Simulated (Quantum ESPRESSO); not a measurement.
Ru6Au2, one composition in several site orders

A calculation, not a measurement. The program is pw.x of Quantum ESPRESSO 7.5 (plane-wave density functional theory). The cell is made up: eight metal atoms on a hexagonal close-packed lattice, with elements, volume, strain and displacements drawn at random and not relaxed, so it may be unstable or far from any real phase. PseudoDojo standard norm-conserving files set the functional (PBE unless stated); there is no spin polarisation or spin-orbit coupling, the Fermi-Dirac width of 0.25 eV means electrons at about 2900 K, and the masses in the input are unused placeholders. Heavy elements are run without spin-orbit coupling, which real alloys of them have. A spin test at this wide smearing found no moment, but such smearing suppresses magnetism that the real alloy may have.

The runs put one composition on the sites in different orders. Cell, positions, cutoff, mesh and smearing stay as in the input of run 1; sites are counted in its order. Stress in the tables is positive in tension.

Input of run 1:

```
&control calculation='scf', pseudo_dir='./dojo.nc.sr.pbe.v0_5.standard.upf', outdir='./o', disk_io='minimal', tprnfor=.true., tstress=.true. /
&system ibrav=0, nat=8, ntyp=2, nbnd=83, ecutwfc=84.00895049, nosym=.true., tot_charge=0,
 occupations='smearing', smearing='fd', degauss=0.0183746611
/
&electrons conv_thr=1.470e-08, electron_maxstep=70, mixing_beta=0.5 /
ATOMIC_SPECIES
Au 1.0 Au.upf
Ru 1.0 Ru.upf
CELL_PARAMETERS angstrom
2.8281 0.0 0.0
1.4141 -2.4492 -4.5488
1.4141 7.3477 -4.5488
ATOMIC_POSITIONS angstrom
Ru -0.0119 -0.1431 -0.0384
Ru 1.2734 2.4667 -4.4492
Ru 1.2362 -0.888 -2.2369
Au 2.7313 1.6428 -6.9163
Ru 2.842 4.9238 -4.5555
Ru 2.8419 -0.0682 -4.5234
Au 2.9182 1.646 -2.1378
Ru 4.306 3.9954 -6.7316
K_POINTS automatic
9 5 3 1 1 1
```

| run | elements on sites 1 to 8 | free energy less that of run 1 (eV) | -TS (eV) | pressure (GPa) | stress xx (GPa) | stress yy (GPa) | stress zz (GPa) | stress yz (GPa) | stress xz (GPa) | stress xy (GPa) | iterations |
| --- | --- | --- | --- | --- | --- | --- | --- | --- | --- | --- | --- |
| 1 | Ru Ru Ru Au Ru Ru Au Ru | 0.000 | -2.171 | -9.59 | 9.92 | 9.19 | 9.65 | -0.42 | -0.13 | -0.10 | 25 |
| 2 | Ru Ru Ru Au Ru Au Ru Ru | -0.157 | -2.149 | -10.03 | 9.55 | 10.29 | 10.26 | -1.20 | 0.11 | -0.01 | 23 |
| 3 | Ru Ru Ru Ru Au Ru Au Ru | 0.334 | -2.208 | -9.33 | 8.11 | 10.05 | 9.82 | 1.12 | -0.41 | 0.07 | 23 |
| 4 | Ru Ru Ru Au Au Ru Ru Ru | 0.219 | -2.126 | -9.29 | 9.33 | 8.33 | 10.21 | -0.88 | 0.01 | 0.11 | 21 |
| 5 | Ru Ru Ru Ru Au Ru Ru Au | 0.108 | -2.076 | -9.49 | 9.00 | 8.95 | 10.53 | 0.45 | -0.05 | 0.24 | 20 |

Forces Fx Fy Fz (eV/Å):

| site | run 1 | run 2 | run 3 | run 4 | run 5 |
| --- | --- | --- | --- | --- | --- |
| 1 | -0.28 0.37 0.91 | -0.25 -0.20 0.35 | -0.16 1.79 1.00 | -0.12 2.16 0.43 | -0.21 2.45 -0.72 |
| 2 | 0.55 -0.82 -1.73 | 0.65 -0.21 -0.30 | 0.67 -1.05 -1.27 | 0.63 -2.11 -0.52 | 0.55 -1.94 0.46 |
| 3 | 1.06 -1.00 -0.43 | 1.11 -0.27 1.07 | 0.79 -0.41 -1.20 | 0.78 0.34 -0.99 | 0.95 1.66 -1.03 |
| 4 | 0.63 0.45 1.57 | 0.59 -0.05 1.34 | 0.47 0.39 1.85 | 0.59 -0.57 2.39 | 0.57 -1.96 2.01 |
| 5 | -0.23 -0.08 -1.40 | -0.26 -0.04 -1.48 | -0.30 -0.75 0.09 | -0.28 -0.40 -0.70 | -0.33 -0.72 0.51 |
| 6 | -0.10 0.50 2.09 | -0.20 0.51 0.93 | -0.15 0.55 1.54 | -0.08 0.25 0.66 | -0.15 0.52 0.16 |
| 7 | -0.84 -1.21 -0.96 | -0.90 -1.40 -1.71 | -0.77 -0.60 -0.94 | -0.80 -1.29 -0.40 | -0.80 -0.43 -0.39 |
| 8 | -0.79 1.79 -0.06 | -0.74 1.67 -0.19 | -0.54 0.08 -1.06 | -0.72 1.63 -0.87 | -0.58 0.42 -1.01 |

The sites are displaced and not relaxed, so the energy differences mix bonding between neighbours with strain and are not ordering energies. A rerun of one cell of this series at a higher cutoff and on a denser mesh moved values by no more than 0.007 eV in energy, 0.17 GPa in stress and 0.010 eV/Å in force, and a second program with other atomic files agreed on that cell to 2 % rms in force and 0.5 GPa in pressure.